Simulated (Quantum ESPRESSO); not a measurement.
# Strain and stress in Al2MgF8

These are calculations, not measurements. They come from pw.x of Quantum ESPRESSO 7.5, a plane-wave density functional program, with PseudoDojo standard norm-conserving files (v0.5 for PBE, v0.4.1 for LDA and PBEsol). The cells are made up: elements, strain and atom displacements were drawn at random, and nothing was relaxed. There is no spin polarisation, spin-orbit coupling or dispersion term.

The cell has 12 sites of a rutile lattice (two cells along c). Sites 1 to 4 hold empty Al Al Mg; sites 5 to 12 hold F F F F F F F F. Cell vectors in Å: (4.671, 0.010, 0.021); (0.010, 4.553, 0.039); (0.027, 0.052, 6.138). Settings: PBE, cutoff 1143 eV, 5 x 5 x 4 k mesh shifted by half a step, Fermi-Dirac smearing of 0.025 eV.

Each run adds the same linear strain along x, y and z to one cell, with the atoms carried along; the vectors above are those of run 4. Stress is positive in tension and P is minus a third of its trace. E is the free energy for each atom above the lowest run shown. The last column is band 37 less band 36 at Gamma, from a band step after each run.

```
run,strain (%),s_xx (GPa),s_yy (GPa),s_zz (GPa),s_xy (GPa),P (GPa),E (meV/atom),level step at Gamma (eV)
1,-2.45,-5.32,-6.09,5.08,-3.16,2.11,0.00,3.956
2,-1.08,-0.97,-1.70,10.15,-3.35,-2.49,0.69,3.631
4,-0.14,1.57,0.85,13.07,-3.44,-5.16,8.67,3.416
5,0.41,2.91,2.19,14.60,-3.48,-6.57,15.78,3.295
6,1.25,4.75,4.05,16.68,-3.54,-8.49,30.20,3.114
7,1.71,5.67,4.98,17.71,-3.56,-9.45,39.63,3.018
3,-0.88,?,?,?,?,?,?,?
```

A rerun of one of these cells at 1437 eV and k mesh 7 x 7 x 6 moved values by no more than 0.004 eV in the cell's energy, 0.02 GPa in stress and 0.003 eV/Å in force.

## Worked fit

A parabola through the six runs shown gives P = -5.54 - 2.62 e + 0.202 e² GPa, with e in per cent and a scatter of 0.02 GPa. A linear strain of 1 % changes the volume by about 3 %, so the bulk modulus of this cell with clamped atoms is about 87 ± 1 GPa at e = 0. The error is the larger of the fit's own and the change that a cubic makes, rounded up.

## Withheld run

Question: what P should run 3 give?

The fit gives -3.08 GPa. The calculation gave -3.09 GPa.

```
run,strain (%),s_xx (GPa),s_yy (GPa),s_zz (GPa),s_xy (GPa),P (GPa),E (meV/atom),level step at Gamma (eV)
3,-0.88,-0.40,-1.13,10.81,-3.37,-3.09,1.81,3.584
```